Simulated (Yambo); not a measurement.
CsMo2AlO8 (space group P-3m1, No. 164), G0W0@PBEsol in Yambo with this input:

```
rim_cut
gw0
dyson
el_el_corr
HF_and_locXC
ppa
em1d
RandQpts= 1000000
RandGvec= 1 Ry
EXXRLvcs= 84 Ry
VXCRLvcs= 336 Ry
Chimod= "HARTREE"
% BndsRnXp
 3 | 251 |
%
NGsBlkXp= 6 Ry
% LongDrXp
 1.0 | 1.0 | 1.0 |
%
PPAPntXp= 27.2114 eV
% GbndRnge
 1 | 251 |
%
GTermKind= "BG"
DysSolver= "n"
ExtendOut
```

On a 3×3×1 mesh, with wavefunctions cut at 84 Ry, the gap (Γ → Γ) is 6.346 eV and the valence edge shifts by -0.797 eV.

### Question
What happens with this change: 126 bands in W?

### Answer
The gap rises by 0.068 eV, to 6.414 eV; the shift of the valence edge becomes -0.717 eV. Neither run is shown to be the converged limit.

Spin-orbit coupling is not included.

Geometry of the Materials Project entry, not relaxed at this level; primitive cell a = b = 5.650 Å, c = 8.265 Å, α = β = 90.00°, γ = 120.00°.

A shift is the quasiparticle energy of the state minus its PBEsol energy.
